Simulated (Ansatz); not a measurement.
CoGe (rock salt, Fm-3m) under volume change, PBE (plane waves, PAW; program Ansatz), scaled uniformly.

```
V (Å³/atom)  E − E(relaxed) (meV/atom)  P (GPa)
-----------  -------------------------  -------
12.701                            58.8    16.39
13.120                            24.6     9.98
13.539                             5.8     4.57
13.957                             0.0     0.00
14.376                             ___      ___
14.795                             ___      ___
15.214                            41.9    -9.85
```

Task: Complete the blanks.

Result: 
- 14.376, E − E(relaxed) (meV/atom): 5.2
- 14.376, P (GPa): -3.86
- 14.795, E − E(relaxed) (meV/atom): 19.7
- 14.795, P (GPa): -7.11

Task: What does a third-order Birch–Murnaghan fit give for V₀, B₀ and B′?

Result: V₀ = 13.96 Å³/atom, B₀ = 140 GPa, B′ = 4.6.

A made-up cell: these elements were put on the sites of a structure type; neither database checked (COD, Materials Project) lists it. Its standing as an ambient phase is unchecked. The PBE relaxation kept the symmetry of its start; its stability against distortions is not shown here. The workflow began spin-polarised and lost its moments.

Potentials: the later of the program's two PAW sets.
